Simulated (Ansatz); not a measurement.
## Mg2CrIn3S8: field gradients at two levels of theory

Cell: a computed structure from the Materials Project (it need not be an observed phase), its atoms then relaxed with PBE in this cell.

Space group R-3m:H (No. 166); a = 7.5979, c = 18.4954 Å, γ = 120.00°.

| site | Wyckoff | site symmetry | x | y | z |
| --- | --- | --- | --- | --- | --- |
| Mg | 6c | 3m | 0.0000 | 0.0000 | 0.8745 |
| Cr | 3b | -3m | 0.0000 | 0.0000 | 0.5000 |
| In | 9e | .2/m | 0.1667 | 0.8333 | 0.3333 |
| S7 | 18h | .m | 0.1510 | 0.8490 | 0.5791 |
| S9 | 6c | 3m | 0.0000 | 0.0000 | 0.2575 |

One atom of each set is listed; the run and its k-mesh use a cell of 14 atoms with edges of 7.57, 7.57, 7.57 Å.

First run. The numbers come from a DFT calculation in Ansatz (PBE, plane waves and PAW, scalar-relativistic, collinear spin, 420 eV cutoff, Γ-centred 5×5×5 k-points, Fermi–Dirac smearing 0.02 eV). Start moments as typed (μB): 3 on each Cr, none on the rest.

| site | V_zz (10²¹ V/m²) | η | m (μB) |
| --- | --- | --- | --- |
| Mg | 0.18 | 0.00 | 0.00 |
| Cr | -0.50 | 0.00 | 2.71 |
| In | 2.77 | 0.63 | 0.01 |
| S7 | 1.62 | 0.09 | -0.03 |
| S9 | -0.62 | 0.00 | 0.03 |

Second run. The same atoms and settings, except that the functional is r2SCAN and the cutoff is 500 eV.

(1) Given the first result, estimate the second.

## Answers

(1) 

```tsv
site	V_zz	η	change of V_zz	m (μB)
Mg	0.17	0.00	-0.01	0.00
Cr	-0.36	0.00	+0.14	2.81
In	2.78	0.59	+0.01	0.01
S7	1.60	0.07	-0.02	-0.03
S9	-0.78	0.00	-0.16	0.02
```

The largest change of V_zz is on S9, from -0.62 to -0.78. In per cent, |V_zz| changes by 0 on In, -1 to +25 on S (all sites that start above 0.5).

All moments are parallel here, as the start or the cell imposes; many such compounds order antiparallel, where fields and spin densities carried over to other atoms largely cancel. The magnetic order is the one that the run reached from its start moments, not necessarily the measured one.
For the first run: Without spin–orbit coupling (the program notes it for In) the gradients can shift somewhat, as the gap is small.
For the second run: The program didn't check the stability of this electronic state in full, so a lower one may lie near. Without spin–orbit coupling (the program notes it for In) the gradients are little affected as a rule: paired runs on crystals with a gap mostly move them by under 2 % at such atoms.
